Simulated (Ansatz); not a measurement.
MoSe₂:
```xyz
3
Lattice="1.6266 0.9391 6.3433 -1.6266 0.9391 6.3433 0.0000 -1.8782 6.3433" Properties=species:S:1:pos:R:3 pbc="T T T"
Mo     0.0000     0.0000     6.3405
Se     0.0000     0.0000    11.0301
Se     0.0000     0.0000    14.3394
```

Relaxed with LDA. Independent-particle spectrum: no excitons, no local fields, no scissors shift; 0.1 eV broadening; ε₁ of the summed bands alone.

Problem. Tabulate the dielectric function from LDA (plane waves, PAW; program Ansatz).

Solution. 

```tsv
E (eV)	ε₁ xx	ε₂ xx	ε₁ zz	ε₂ zz
0.0	17.91	0.00	12.38	0.00
0.4	18.23	0.00	12.50	0.00
0.8	19.34	0.00	12.89	0.00
1.2	21.91	0.00	13.68	0.00
1.6	30.88	4.73	15.41	0.06
2.0	25.87	15.93	20.07	3.96
2.4	24.51	20.21	14.06	8.37
2.8	13.03	32.17	14.16	7.52
3.2	3.16	19.43	14.42	5.76
3.6	3.00	18.20	16.48	8.45
4.0	1.87	20.49	14.12	13.21
4.4	-1.33	15.62	16.68	21.93
4.8	-4.86	11.53	3.70	24.83
5.2	-2.72	10.18	-0.02	19.57
5.6	-2.83	9.25	-7.55	13.23
6.0	-3.05	8.86	-5.20	8.15
6.4	-5.19	7.27	-2.25	5.80
6.8	-3.37	3.71	-0.21	4.96
7.2	-2.24	3.45	1.28	5.64
7.6	-1.93	3.04	1.06	7.20
8.0	0.34	2.66	1.82	8.06
8.4	0.71	3.60	-1.97	8.42
8.8	0.95	4.04	-0.95	5.73
9.2	0.58	4.72	-0.41	8.36
9.6	0.11	5.04	-2.44	5.76
10.0	-0.40	4.93	-3.01	5.50
10.4	-0.61	4.63	-1.95	4.58
10.8	-0.99	4.81	-2.48	4.70
11.2	-1.81	4.55	-2.44	3.71
11.6	-2.03	3.80	-2.10	3.97
12.0	-2.07	3.06	-3.20	3.56
```

Problem. From ε at 2.2 eV (xx: 24.47 + 16.32i), find n, k, the normal reflectivity and the absorption coefficient.

Solution. n = 5.19, k = 1.572, R = 49 %, α = 2kE/ħc = 350000 cm⁻¹.

With all bands, ε∞ without local fields is 18.0 (xx = yy), 12.5 (zz). DFPT, with local fields, gives 16.9 (xx = yy), 9.05 (zz).

Space group R3m. The first step of the workflow began from a Materials Project structure, measured or hypothetical; the Crystallography Open Database copy checked does not list it. It is not the phase usual at ambient conditions (space group No. 194). Symmetry was held in the LDA relaxation; its stability against distortions is not shown here. No spin polarisation was allowed. A crystal of weakly bound layers computed without a dispersion correction: the cell and the soft elastic constants depend strongly on that. Spin–orbit coupling is left out wherever it is not named.

Potentials: the later of the program's two PAW sets.
